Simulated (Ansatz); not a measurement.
One crystal and one scan (frozen-phonon scan) at two levels, PBE (plane waves to 420 eV, PAW, scalar-relativistic; Ansatz, a quantum-chemistry and plane-wave program) and r2SCAN (plane waves to 500 eV, PAW, scalar-relativistic; Ansatz), each from its own relaxed cell and on its own mesh.

The crystal is GaAs (zinc blende); a phonon pattern at L = (0.5, 0.0, 0.0) is frozen into a 4-atom cell, Q being the largest atomic displacement.

GaAs was relaxed with its symmetry unable to fall.

```json
[
 {"quantity": "Lattice constant a (Å)", "run 1": "5.746", "run 2": "5.667"},
 {"quantity": "Band gap of the relaxed cell, no spin-orbit coupling (eV)", "run 1": "0.16", "run 2": "0.96"},
 {"quantity": "Harmonic wavenumber from the curvature (finite differences) (cm⁻¹ (negative: imaginary))", "run 1": "60", "run 2": "64"}
]
```

Which run is which level?

Run 1 is PBE, run 2 is r2SCAN. PBE gives the higher value for: lattice constant a. PBE gives the lower value for: band gap of the relaxed cell, no spin-orbit coupling; harmonic wavenumber from the curvature. Both give the same shape of the curve: a single well with its minimum at or next to zero displacement.

(A displaced cell: forces are minus the slopes of the energy, force constants its curvatures, and phonons follow from these.)
